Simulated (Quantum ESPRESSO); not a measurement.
GaHf2NbO8, finding a planted mistake in a log

Computed values, not a measurement. The program is pw.x of Quantum ESPRESSO 7.5 (plane-wave density functional theory). The cell is made up: 12 atoms on a rutile lattice, with randomly drawn elements, strain and displacements, not relaxed. PseudoDojo standard norm-conserving files (v0.5 for PBE, v0.4.1 for LDA and PBEsol) set the functional; there is no spin polarisation, spin-orbit coupling or dispersion term, and the masses in the input are unused placeholders.

The hafnium pseudopotential is less sure than the others, with forces about 3 percent (worst 6) and pressure in oxides about 1.5 GPa (worst 2.7) from a second method in checks, which no rerun with the same files tests.

Intended input:

```
&control calculation='scf', pseudo_dir='./dojo.nc.sr.pbe.v0_5.standard.upf', outdir='./o', disk_io='low', tprnfor=.true., tstress=.true. /
&system ibrav=0, nat=12, ntyp=4, nbnd=55, ecutwfc=84.00895049, nosym=.true., tot_charge=0,
 occupations='smearing', smearing='fd', degauss=0.0018374661
/
&electrons conv_thr=7.350e-09, electron_maxstep=60, /
ATOMIC_SPECIES
Ga 1.0 Ga.upf
Hf 1.0 Hf.upf
Nb 1.0 Nb.upf
O 1.0 O.upf
CELL_PARAMETERS angstrom
4.7645 0.0 0.0
0.0 4.7645 0.0
0.0 0.0 6.3004
ATOMIC_POSITIONS angstrom
Ga 0.0155 -0.006 -0.0107
Hf 2.3402 2.408 1.5402
Nb -0.072 -0.0164 3.169
Hf 2.3632 2.3988 4.7131
O 1.4395 1.4094 -0.0033
O 3.2716 3.3224 0.0256
O 3.8346 0.9304 1.6157
O 0.9242 3.7926 1.5935
O 1.449 1.4518 3.1155
O 3.336 3.3211 3.208
O 3.7772 0.889 4.6866
O 0.9476 3.8596 4.7161
K_POINTS automatic
5 5 4 1 1 1
```

The log is shortened where brackets say so; the opening notice, blank lines, dates and the lines on written files are dropped, and the path of the files is cut. It prints rydbergs, bohrs and kilobars, and counts compression as positive stress. Where no state is partly filled, the Fermi energy that it prints is only some level between the filled and the empty states on the mesh, and need not lie in the true gap.

Log of the intended run:

```
     Program PWSCF v.7.5
     Parallel version (MPI & OpenMP), running on       4 processor cores
     Number of MPI processes:                 4
     Threads/MPI process:                     1
     [start-up lines left out]
     bravais-lattice index     =            0
     lattice parameter (alat)  =       9.0036  a.u.
     unit-cell volume          =     965.1602 (a.u.)^3
     number of atoms/cell      =           12
     number of atomic types    =            4
     number of electrons       =        98.00
     number of Kohn-Sham states=           55
     kinetic-energy cutoff     =      84.0090  Ry
     charge density cutoff     =     336.0358  Ry
     scf convergence threshold =      7.3E-09
     mixing beta               =       0.7000
     number of iterations used =            8  plain     mixing
     Exchange-correlation= PBE
                           (   1   4   3   4   0   0   0)
     [axes and pseudopotential details left out]
   Cartesian axes
     site n.     atom                  positions (alat units)
         1        Ga     tau(   1) = (   0.0032532  -0.0012593  -0.0022458  )
         2        Hf     tau(   2) = (   0.4911743   0.5054046   0.3232658  )
         3        Nb     tau(   3) = (  -0.0151118  -0.0034421   0.6651275  )
         4        Hf     tau(   4) = (   0.4960017   0.5034736   0.9892119  )
         5        O      tau(   5) = (   0.3021303   0.2958128  -0.0006926  )
         6        O      tau(   6) = (   0.6866618   0.6973240   0.0053731  )
         7        O      tau(   7) = (   0.8048274   0.1952776   0.3391122  )
         8        O      tau(   8) = (   0.1939763   0.7960122   0.3344527  )
         9        O      tau(   9) = (   0.3041243   0.3047119   0.6538986  )
        10        O      tau(  10) = (   0.7001784   0.6970511   0.6733130  )
        11        O      tau(  11) = (   0.7927799   0.1865883   0.9836499  )
        12        O      tau(  12) = (   0.1988876   0.8100745   0.9898415  )
     number of k points=    50  Fermi-Dirac smearing, width (Ry)=  0.0018
                       cart. coord. in units 2pi/alat
        k(    1) = (   0.1000000   0.1000000   0.0945277), wk =   0.0400000
        k(    2) = (   0.1000000   0.1000000   0.2835832), wk =   0.0400000
     [further k points left out]
     Dense  grid:   100333 G-vectors     FFT dimensions: (  54,  54,  72)
     Estimated max dynamical RAM per process >     308.82 MB
     Estimated total dynamical RAM >       1.13 GB
     Initial potential from superposition of free atoms
     starting charge      97.9913, renormalised to      98.0000
     Starting wfcs are   71 randomized atomic wfcs
     total cpu time spent up to now is        6.3 secs
     per-process dynamical memory:   240.4 Mb
     Self-consistent Calculation
     iteration #  1     ecut=    84.01 Ry     beta= 0.70
     Davidson diagonalization with overlap
     ethr =  1.00E-02,  avg # of iterations =  2.0
     total cpu time spent up to now is       17.0 secs
     total energy              =    -766.37173688 Ry
     estimated scf accuracy    <       5.16319511 Ry
     iteration #  2     ecut=    84.01 Ry     beta= 0.70
     Davidson diagonalization with overlap
     ethr =  5.27E-03,  avg # of iterations =  6.9
     total cpu time spent up to now is       32.5 secs
     total energy              =    -763.44973964 Ry
     estimated scf accuracy    <      28.26203644 Ry
     [iterations 3 to 13 left out]
     iteration # 14     ecut=    84.01 Ry     beta= 0.70
     Davidson diagonalization with overlap
     ethr =  2.88E-10,  avg # of iterations =  2.0
     total cpu time spent up to now is      183.4 secs
     total energy              =    -768.97900096 Ry
     estimated scf accuracy    <       0.00000003 Ry
     iteration # 15     ecut=    84.01 Ry     beta= 0.70
     Davidson diagonalization with overlap
     ethr =  2.70E-11,  avg # of iterations =  4.1
     total cpu time spent up to now is      196.1 secs
     End of self-consistent calculation
     [lines on levels left out]
     the Fermi energy is    10.2167 ev
!    total energy              =    -768.97900097 Ry
     estimated scf accuracy    <          2.8E-09 Ry
     smearing contrib. (-TS)   =       0.00000000 Ry
     internal energy E=F+TS    =    -768.97900097 Ry
     The total energy is F=E-TS. E is the sum of the following terms:
     one-electron contribution =    -209.34913537 Ry
     hartree contribution      =     164.95541778 Ry
     xc contribution           =    -192.31179777 Ry
     ewald contribution        =    -532.27348561 Ry
     convergence has been achieved in  15 iterations
     Forces acting on atoms (cartesian axes, Ry/au):
     atom    1 type  1   force =    -0.00096473   -0.00217071    0.01531336
     atom    2 type  2   force =     0.00879600   -0.03164255   -0.03301087
     atom    3 type  3   force =     0.01887221    0.03434636   -0.02286791
     atom    4 type  2   force =    -0.02053868   -0.02283352    0.06407279
     atom    5 type  4   force =    -0.02400924   -0.01457241   -0.00278313
     atom    6 type  4   force =     0.04856098    0.03449593   -0.02535993
     atom    7 type  4   force =     0.03837177   -0.04313113    0.02803887
     atom    8 type  4   force =    -0.06010706    0.05958842    0.02695704
     atom    9 type  4   force =    -0.04422199   -0.04149270    0.02501895
     atom   10 type  4   force =     0.02991192    0.02618813   -0.03253078
     atom   11 type  4   force =     0.04814368   -0.02935588   -0.01941236
     atom   12 type  4   force =    -0.04281486    0.03058006   -0.02343602
     Total force =     0.200820     Total SCF correction =     0.000133
     Computing stress (Cartesian axis) and pressure
          total   stress  (Ry/bohr**3)                   (kbar)     P=       22.27
   0.00017740  -0.00025676  -0.00009717           26.10      -37.77      -14.29
  -0.00025676   0.00019571  -0.00008506          -37.77       28.79      -12.51
  -0.00009717  -0.00008506   0.00008106          -14.29      -12.51       11.92
     init_run     :      5.94s CPU      6.17s WALL (       1 calls)
     electrons    :    189.28s CPU    189.81s WALL (       1 calls)
     forces       :      2.42s CPU      2.45s WALL (       1 calls)
     stress       :      8.51s CPU      8.72s WALL (       1 calls)
     [timing details left out]
     PWSCF        :   3m26.33s CPU   3m27.42s WALL
     JOB DONE.
```

A second run was made from an input with one planted mistake. Its log:

```
     Program PWSCF v.7.5
     Parallel version (MPI & OpenMP), running on       4 processor cores
     Number of MPI processes:                 4
     Threads/MPI process:                     1
     [start-up lines left out]
     bravais-lattice index     =            0
     lattice parameter (alat)  =       9.0036  a.u.
     unit-cell volume          =     965.1602 (a.u.)^3
     number of atoms/cell      =           12
     number of atomic types    =            4
     number of electrons       =        98.00
     number of Kohn-Sham states=           55
     kinetic-energy cutoff     =      84.0090  Ry
     charge density cutoff     =     336.0358  Ry
     scf convergence threshold =      7.3E-09
     mixing beta               =       0.7000
     number of iterations used =            8  plain     mixing
     Exchange-correlation= PBE
                           (   1   4   3   4   0   0   0)
     [axes and pseudopotential details left out]
   Cartesian axes
     site n.     atom                  positions (alat units)
         1        Hf     tau(   1) = (   0.0032532  -0.0012593  -0.0022458  )
         2        Hf     tau(   2) = (   0.4911743   0.5054046   0.3232658  )
         3        Nb     tau(   3) = (  -0.0151118  -0.0034421   0.6651275  )
         4        Ga     tau(   4) = (   0.4960017   0.5034736   0.9892119  )
         5        O      tau(   5) = (   0.3021303   0.2958128  -0.0006926  )
         6        O      tau(   6) = (   0.6866618   0.6973240   0.0053731  )
         7        O      tau(   7) = (   0.8048274   0.1952776   0.3391122  )
         8        O      tau(   8) = (   0.1939763   0.7960122   0.3344527  )
         9        O      tau(   9) = (   0.3041243   0.3047119   0.6538986  )
        10        O      tau(  10) = (   0.7001784   0.6970511   0.6733130  )
        11        O      tau(  11) = (   0.7927799   0.1865883   0.9836499  )
        12        O      tau(  12) = (   0.1988876   0.8100745   0.9898415  )
     number of k points=    50  Fermi-Dirac smearing, width (Ry)=  0.0018
                       cart. coord. in units 2pi/alat
        k(    1) = (   0.1000000   0.1000000   0.0945277), wk =   0.0400000
        k(    2) = (   0.1000000   0.1000000   0.2835832), wk =   0.0400000
     [further k points left out]
     Dense  grid:   100333 G-vectors     FFT dimensions: (  54,  54,  72)
     Estimated max dynamical RAM per process >     308.82 MB
     Estimated total dynamical RAM >       1.13 GB
     Initial potential from superposition of free atoms
     starting charge      97.9913, renormalised to      98.0000
     Starting wfcs are   71 randomized atomic wfcs
     total cpu time spent up to now is        7.5 secs
     per-process dynamical memory:   240.4 Mb
     Self-consistent Calculation
     iteration #  1     ecut=    84.01 Ry     beta= 0.70
     Davidson diagonalization with overlap
     ethr =  1.00E-02,  avg # of iterations =  2.0
     total cpu time spent up to now is       20.1 secs
     total energy              =    -766.39612456 Ry
     estimated scf accuracy    <       5.13329198 Ry
     iteration #  2     ecut=    84.01 Ry     beta= 0.70
     Davidson diagonalization with overlap
     ethr =  5.24E-03,  avg # of iterations =  6.1
     total cpu time spent up to now is       36.0 secs
     total energy              =    -763.64467294 Ry
     estimated scf accuracy    <      26.50287103 Ry
     [iterations 3 to 13 left out]
     iteration # 14     ecut=    84.01 Ry     beta= 0.70
     Davidson diagonalization with overlap
     ethr =  5.00E-10,  avg # of iterations =  2.0
     total cpu time spent up to now is      195.3 secs
     total energy              =    -768.98976762 Ry
     estimated scf accuracy    <       0.00000008 Ry
     iteration # 15     ecut=    84.01 Ry     beta= 0.70
     Davidson diagonalization with overlap
     ethr =  8.01E-11,  avg # of iterations =  2.7
     total cpu time spent up to now is      208.4 secs
     End of self-consistent calculation
     [lines on levels left out]
     the Fermi energy is    10.0043 ev
!    total energy              =    -768.98976764 Ry
     estimated scf accuracy    <          2.1E-09 Ry
     smearing contrib. (-TS)   =      -0.00000000 Ry
     internal energy E=F+TS    =    -768.98976764 Ry
     The total energy is F=E-TS. E is the sum of the following terms:
     one-electron contribution =    -209.63169349 Ry
     hartree contribution      =     165.11239051 Ry
     xc contribution           =    -192.30206273 Ry
     ewald contribution        =    -532.16840193 Ry
     convergence has been achieved in  15 iterations
     Forces acting on atoms (cartesian axes, Ry/au):
     atom    1 type  2   force =    -0.01679278   -0.00639304   -0.01430328
     atom    2 type  2   force =     0.01549277   -0.03384237    0.00347208
     atom    3 type  3   force =     0.01542503    0.02486759    0.03584326
     atom    4 type  1   force =    -0.00864216   -0.00984316    0.01197905
     atom    5 type  4   force =     0.01726772    0.02728062   -0.02032307
     atom    6 type  4   force =     0.01309589    0.00113006   -0.04513216
     atom    7 type  4   force =     0.02440974   -0.02749205    0.03169040
     atom    8 type  4   force =    -0.05020922    0.04952368    0.03361820
     atom    9 type  4   force =    -0.03875197   -0.03554337    0.04305300
     atom   10 type  4   force =     0.01774860    0.01578202   -0.00002129
     atom   11 type  4   force =     0.01487138    0.00461808   -0.03379640
     atom   12 type  4   force =    -0.00391500   -0.01008807   -0.04607978
     Total force =     0.159102     Total SCF correction =     0.000103
     Computing stress (Cartesian axis) and pressure
          total   stress  (Ry/bohr**3)                   (kbar)     P=       16.68
   0.00015182  -0.00010809  -0.00007370           22.33      -15.90      -10.84
  -0.00010809   0.00016944  -0.00004466          -15.90       24.92       -6.57
  -0.00007370  -0.00004466   0.00001887          -10.84       -6.57        2.78
     init_run     :      7.07s CPU      7.35s WALL (       1 calls)
     electrons    :    200.13s CPU    200.89s WALL (       1 calls)
     forces       :      2.43s CPU      2.45s WALL (       1 calls)
     stress       :      8.48s CPU      8.69s WALL (       1 calls)
     [timing details left out]
     PWSCF        :   3m38.31s CPU   3m39.67s WALL
     JOB DONE.
```

Question: what was wrong in the second input?

Answer: two atoms have their elements exchanged. The input lines that differ, file-writing options aside:

```
- Ga 0.0155 -0.006 -0.0107
+ Hf 0.0155 -0.006 -0.0107
- Hf 2.3632 2.3988 4.7131
+ Ga 2.3632 2.3988 4.7131
```

|  | intended run | run with the mistake |
| --- | --- | --- |
| free energy (eV) | -10462.492 | -10462.639 |
| smearing term -TS (eV) | 0.0000 | 0.0000 |
| pressure (GPa) | 2.23 | 1.67 |
| largest force component (eV/Å) | 1.647 | 1.291 |
| largest change of a force component (eV/Å) |  | 1.510 |
| iterations | 15 | 15 |

For scale, a rerun of the intended cell at 1467 eV and a 7 x 7 x 6 mesh moved values by no more than 0.004 eV in energy, 0.04 GPa in stress and 0.002 eV/Å in force.